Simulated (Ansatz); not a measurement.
GaO:
```yaml
crystal:
  lattice:
    - [3.10101, 0.00000, 0.00000]
    - [-1.55050, 2.68555, 0.00000]
    - [0.00000, 0.00000, 12.68994]
  atoms:
    - { symbol: Ga, position: [0.33333, 0.66667, 0.15193] }
    - { symbol: Ga, position: [0.66667, 0.33333, 0.65193] }
    - { symbol: Ga, position: [0.66667, 0.33333, 0.84807] }
    - { symbol: Ga, position: [0.33333, 0.66667, 0.34807] }
    - { symbol: O, position: [0.33333, 0.66667, 0.59554] }
    - { symbol: O, position: [0.66667, 0.33333, 0.09554] }
    - { symbol: O, position: [0.66667, 0.33333, 0.40446] }
    - { symbol: O, position: [0.33333, 0.66667, 0.90446] }
```

Relaxed with PBE+D3(BJ).

Question: Which orbitals make up the states near the band edges in PBE+D3(BJ) (plane waves, PAW; program Ansatz)?

Answer: Top 1 eV of the valence band: O 2p 53 %, Ga 4p 30 %, Ga 4s 15 %. Bottom 1 eV of the conduction band: Ga 4s 43 %, O 2s 21 %, O 2p 20 %, Ga 4p 15 %. Projections are on Löwdin-orthogonalised atomic valence shells; empty p or d shells of many metals are not among them.

Question: Tabulate the density of states.

Answer: States/eV per cell of 8 atoms, in 0.25 eV bins, energy from the valence-band maximum.

```csv
E (eV),total,O 2p,Ga 4p,Ga 4s
-7.85,0.00,0.00,0.00,0.00
-7.60,0.00,0.00,0.00,0.00
-7.35,0.22,0.12,0.02,0.08
-7.10,2.57,1.34,0.20,0.97
-6.85,5.19,2.52,0.54,1.93
-6.60,5.74,2.41,1.09,1.78
-6.35,6.50,2.99,1.17,1.83
-6.10,3.43,2.20,0.31,0.82
-5.85,1.47,0.94,0.14,0.32
-5.60,1.10,0.71,0.10,0.23
-5.35,1.14,0.74,0.14,0.19
-5.10,1.41,0.93,0.23,0.17
-4.85,1.78,1.22,0.31,0.17
-4.60,2.52,1.78,0.47,0.18
-4.35,4.90,3.49,1.02,0.24
-4.10,5.43,3.93,0.99,0.31
-3.85,5.99,4.43,1.02,0.32
-3.60,6.03,4.68,0.95,0.20
-3.35,8.82,7.12,1.26,0.18
-3.10,7.77,6.44,0.97,0.11
-2.85,6.98,6.01,0.65,0.09
-2.60,7.98,7.09,0.53,0.09
-2.35,8.97,8.09,0.49,0.07
-2.10,0.04,0.04,0.00,0.00
-1.85,0.00,0.00,0.00,0.00
-1.60,0.00,0.00,0.00,0.00
-1.35,0.06,0.04,0.00,0.01
-1.10,0.18,0.13,0.01,0.03
-0.85,0.40,0.29,0.04,0.05
-0.60,2.59,1.24,0.87,0.42
-0.35,8.89,4.65,2.71,1.33
-0.10,3.88,2.10,1.10,0.59
0.15,0.00,0.00,0.00,0.00
0.40,0.00,0.00,0.00,0.00
0.65,0.00,0.00,0.00,0.00
0.90,0.00,0.00,0.00,0.00
1.15,0.02,0.00,0.00,0.01
1.40,0.08,0.01,0.01,0.03
1.65,0.12,0.02,0.02,0.05
1.90,0.19,0.04,0.03,0.08
2.15,0.28,0.07,0.04,0.12
2.40,0.42,0.11,0.07,0.17
2.65,0.87,0.19,0.33,0.20
2.90,1.42,0.31,0.62,0.24
3.15,1.93,0.43,0.88,0.29
3.40,2.76,0.65,1.32,0.35
3.65,2.85,0.65,1.34,0.43
3.90,2.21,0.46,0.92,0.50
4.15,1.84,0.36,0.75,0.46
4.40,1.06,0.21,0.44,0.26
4.65,1.55,0.27,0.57,0.49
4.90,2.76,0.50,0.96,0.94
5.15,3.16,0.52,1.12,1.10
5.40,3.09,0.47,1.18,1.02
5.65,2.83,0.44,1.20,0.80
```

Space group P6_3/mmc. The start of the workflow was typed in or built on a structure type; neither database checked (COD, Materials Project) lists it. Whether it is the stable phase at ambient conditions was not checked. The cell was relaxed with PBE+D3(BJ) under the symmetry of its start; whether a distortion lowers the energy is not shown. Spin–orbit coupling is left out wherever it is not named.

Potentials: the earlier of the program's two PAW sets.
